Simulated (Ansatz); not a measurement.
Relaxation of a relaxed Ga2O3 cell displaced along its unstable phonon at q = Γ (235i cm⁻¹), largest move 0.15 Å; 10 atoms in the cell, which starts as Pmc2₁ (No. 26), oP10; a = 2.872 Å, b = 5.695 Å, c = 5.695 Å, α = 90.00°, β = 90.00°, γ = 90.00°. All values below come from PBEsol (plane waves to 420 eV, PAW, scalar-relativistic; Ansatz, an electronic-structure program). Γ-centred k-mesh 6×6×11 on the run's cell (coarser than for final values), Fermi–Dirac smearing 0.05 eV. This is the first round of the run. 

The optimiser's lines from the output (shortened; P is positive under compression):

```
relax step   1: F+E_penalty+E_count = -18334.29289880 eV  Δ(F+E_penalty+E_count) = +0.000e0 eV  max|allowed force component| = 4.097e-1 eV/Å  Δτ_max = 0.0000 Å  P = +1.625 GPa  Ω = 93.141 Å³  (9 SCF iters, dr2 threshold 1.00e-7 eV, accepted)
relax step   2: F+E_penalty+E_count = -18334.35534960 eV  Δ(F+E_penalty+E_count) = -6.245e-2 eV  max|allowed force component| = 5.130e-1 eV/Å  Δτ_max = 0.0247 Å  P = +0.553 GPa  Ω = 93.748 Å³  (6 SCF iters, dr2 threshold 1.00e-6 eV, accepted)
relax step   3: F+E_penalty+E_count = -18334.68849385 eV  Δ(F+E_penalty+E_count) = -3.331e-1 eV  max|allowed force component| = 1.357e0 eV/Å  Δτ_max = 0.1198 Å  P = -1.350 GPa  Ω = 96.185 Å³  (7 SCF iters, dr2 threshold 1.00e-6 eV, accepted)
relax step   4: F+E_penalty+E_count = -18335.15493490 eV  Δ(F+E_penalty+E_count) = -4.664e-1 eV  max|allowed force component| = 1.556e0 eV/Å  Δτ_max = 0.1712 Å  P = -0.416 GPa  Ω = 99.025 Å³  (8 SCF iters, dr2 threshold 1.00e-6 eV, accepted)
relax step   5: F+E_penalty+E_count = -18335.43770550 eV  Δ(F+E_penalty+E_count) = -2.828e-1 eV  max|allowed force component| = 1.496e0 eV/Å  Δτ_max = 0.1960 Å  P = +4.832 GPa  Ω = 100.083 Å³  (8 SCF iters, dr2 threshold 1.00e-6 eV, accepted)
relax step   6: F+E_penalty+E_count = -18336.49216003 eV  Δ(F+E_penalty+E_count) = -1.054e0 eV  max|allowed force component| = 8.840e-1 eV/Å  Δτ_max = 0.2000 Å  P = +1.528 GPa  Ω = 95.914 Å³  (8 SCF iters, dr2 threshold 1.00e-6 eV, accepted)
relax step   7: F+E_penalty+E_count = -18336.95347631 eV  Δ(F+E_penalty+E_count) = -4.613e-1 eV  max|allowed force component| = 4.901e-1 eV/Å  Δτ_max = 0.2000 Å  P = +2.289 GPa  Ω = 96.014 Å³  (8 SCF iters, dr2 threshold 1.00e-6 eV, accepted)
relax step   8: F+E_penalty+E_count = -18336.97618915 eV  Δ(F+E_penalty+E_count) = -2.271e-2 eV  max|allowed force component| = 1.538e0 eV/Å  Δτ_max = 0.1905 Å  P = -1.659 GPa  Ω = 100.686 Å³  (8 SCF iters, dr2 threshold 1.00e-6 eV, accepted)
relax step   9: F+E_penalty+E_count = -18337.46541458 eV  Δ(F+E_penalty+E_count) = -4.892e-1 eV  max|allowed force component| = 1.814e-1 eV/Å  Δτ_max = 0.1332 Å  P = -0.326 GPa  Ω = 102.322 Å³  (8 SCF iters, dr2 threshold 1.00e-6 eV, accepted)
relax step  10: F+E_penalty+E_count = -18337.55727843 eV  Δ(F+E_penalty+E_count) = -9.186e-2 eV  max|allowed force component| = 3.033e-1 eV/Å  Δτ_max = 0.1120 Å  P = -0.590 GPa  Ω = 104.242 Å³  (8 SCF iters, dr2 threshold 1.00e-6 eV, accepted)
relax step  11: F+E_penalty+E_count = -18337.58046787 eV  Δ(F+E_penalty+E_count) = -2.319e-2 eV  max|allowed force component| = 1.860e-1 eV/Å  Δτ_max = 0.1074 Å  P = +0.433 GPa  Ω = 103.261 Å³  (8 SCF iters, dr2 threshold 1.00e-6 eV, accepted)
relax step  12: F+E_penalty+E_count = -18337.58222308 eV  Δ(F+E_penalty+E_count) = -1.755e-3 eV  max|allowed force component| = 1.382e-2 eV/Å  Δτ_max = 0.0120 Å  P = +0.008 GPa  Ω = 103.544 Å³  (6 SCF iters, dr2 threshold 1.00e-6 eV, accepted)
relax step  13: F+E_penalty+E_count = -18337.58220219 eV  Δ(F+E_penalty+E_count) = +2.089e-5 eV  max|allowed force component| = 6.095e-3 eV/Å  Δτ_max = 0.0020 Å  P = -0.018 GPa  Ω = 103.567 Å³  (6 SCF iters, dr2 threshold 1.19e-8 eV, accepted)
relax step  14: F+E_penalty+E_count = -18337.58224526 eV  Δ(F+E_penalty+E_count) = -4.307e-5 eV  max|allowed force component| = 4.088e-4 eV/Å  Δτ_max = 0.0004 Å  P = +0.002 GPa  Ω = 103.555 Å³  (5 SCF iters, dr2 threshold 1.82e-9 eV, accepted)
relax step  15: F+E_penalty+E_count = -18338.06103789 eV  Δ(F+E_penalty+E_count) = -4.788e-1 eV  max|allowed force component| = 8.939e-2 eV/Å  Δτ_max = 0.0000 Å  P = +4.834 GPa  Ω = 103.555 Å³  stress off target by 1.21e1 GPa  SCF on the basis re-selected at this cell (its energy is not comparable with the rows above)  (11 SCF iters)
relax step  16: F+E_penalty+E_count = -18338.31216257 eV  Δ(F+E_penalty+E_count) = -2.511e-1 eV  max|allowed force component| = 1.220e-1 eV/Å  Δτ_max = 0.0694 Å  P = +3.262 GPa  Ω = 106.126 Å³  (8 SCF iters, dr2 threshold 1.00e-6 eV, accepted)
relax step  17: F+E_penalty+E_count = -18338.41538758 eV  Δ(F+E_penalty+E_count) = -1.032e-1 eV  max|allowed force component| = 5.231e-1 eV/Å  Δτ_max = 0.0683 Å  P = +1.117 GPa  Ω = 109.438 Å³  (8 SCF iters, dr2 threshold 1.00e-6 eV, accepted)
relax step  18: F+E_penalty+E_count = -18338.42712229 eV  Δ(F+E_penalty+E_count) = -1.173e-2 eV  max|allowed force component| = 1.007e-1 eV/Å  Δτ_max = 0.0090 Å  P = -0.555 GPa  Ω = 110.287 Å³  (6 SCF iters, dr2 threshold 1.00e-6 eV, accepted)
relax step  19: F+E_penalty+E_count = -18338.42900346 eV  Δ(F+E_penalty+E_count) = -1.881e-3 eV  max|allowed force component| = 1.749e-2 eV/Å  Δτ_max = 0.0023 Å  P = +0.059 GPa  Ω = 109.929 Å³  (5 SCF iters, dr2 threshold 1.00e-6 eV, accepted)
relax step  20: F+E_penalty+E_count = -18338.42893304 eV  Δ(F+E_penalty+E_count) = +7.042e-5 eV  max|allowed force component| = 3.321e-3 eV/Å  Δτ_max = 0.0024 Å  P = -0.008 GPa  Ω = 109.964 Å³  (6 SCF iters, dr2 threshold 4.10e-8 eV, accepted)
relax step  21: F+E_penalty+E_count = -18338.48565680 eV  Δ(F+E_penalty+E_count) = -5.672e-2 eV  max|allowed force component| = 5.313e-3 eV/Å  Δτ_max = 0.0000 Å  P = +0.720 GPa  Ω = 109.964 Å³  stress off target by 1.66e0 GPa  SCF on the basis re-selected at this cell (its energy is not comparable with the rows above)  (11 SCF iters)
relax step  22: F+E_penalty+E_count = -18338.48837948 eV  Δ(F+E_penalty+E_count) = -2.723e-3 eV  max|allowed force component| = 9.139e-3 eV/Å  Δτ_max = 0.0090 Å  P = +0.088 GPa  Ω = 110.659 Å³  (6 SCF iters, dr2 threshold 1.00e-6 eV, accepted)
relax step  23: F+E_penalty+E_count = -18338.48809004 eV  Δ(F+E_penalty+E_count) = +2.894e-4 eV  max|allowed force component| = 5.918e-3 eV/Å  Δτ_max = 0.0028 Å  P = +0.014 GPa  Ω = 110.786 Å³  (5 SCF iters, dr2 threshold 1.20e-7 eV, accepted)
relax step  24: F+E_penalty+E_count = -18338.48810538 eV  Δ(F+E_penalty+E_count) = -1.535e-5 eV  max|allowed force component| = 1.924e-4 eV/Å  Δτ_max = 0.0006 Å  P = -0.002 GPa  Ω = 110.785 Å³  (6 SCF iters, dr2 threshold 3.09e-9 eV, accepted)
relax step  25: F+E_penalty+E_count = -18338.49076426 eV  Δ(F+E_penalty+E_count) = -2.659e-3 eV  max|allowed force component| = 4.821e-4 eV/Å  Δτ_max = 0.0000 Å  P = +0.008 GPa  Ω = 110.785 Å³  stress off target by 5.13e-2 GPa  SCF on the basis re-selected at this cell (its energy is not comparable with the rows above)  (8 SCF iters)
relax step  26: F+E_penalty+E_count = -18338.49071295 eV  Δ(F+E_penalty+E_count) = +5.131e-5 eV  max|allowed force component| = 1.673e-4 eV/Å  Δτ_max = 0.0003 Å  P = -0.001 GPa  Ω = 110.803 Å³  (5 SCF iters, dr2 threshold 6.58e-9 eV, accepted)
relax step  27: F+E_penalty+E_count = -18338.49076124 eV  Δ(F+E_penalty+E_count) = -4.830e-5 eV  max|allowed force component| = 1.785e-4 eV/Å  Δτ_max = 0.0000 Å  P = -0.001 GPa  Ω = 110.803 Å³  stress off target by 3.98e-3 GPa  SCF on the basis re-selected at this cell (its energy is not comparable with the rows above)  (5 SCF iters)
```

From the first to the last row the energy changes by -0.42 eV/atom and the volume by +19.0 %. The last row is marked as not comparable with the walk above it, whose basis was carried along; it does compare with step 1, since both stand on a basis selected at the nominal cutoff for their own cell.

Energy and pressure jump between steps 14 and 15 at one geometry, where the plane-wave basis was selected anew. While the cell walks, the set of plane waves is carried along, so its effective cutoff drifts with the strain; re-selecting it at 420 eV moved the energy by -0.048 eV/atom and the pressure by 4.8 GPa. Only step 1 and rows on a re-selected basis compare with each other.

Later rounds, restarted from the end of this one on a renewed k-mesh, logged 4 more steps and released under 0.01 eV/atom more. The final structure after all rounds: Pmma (No. 51), oP10; a = 5.205 Å, b = 2.782 Å, c = 7.651 Å, α = β = γ = 90.00°. Between re-selections the logged energies stand on a plane-wave basis carried along with the cell. No spin polarisation in the result.

The run could not lose the symmetry of its start: the end is stationary, and may be a saddle point rather than a minimum.

The relaxed structure here is a generated cell of Ga2O3: the first start was made by placing the elements on the sites of a structure type, and the end was not matched to a known phase here, so it may be hypothetical. Known forms of Ga2O3 include space group No. 12, 167.
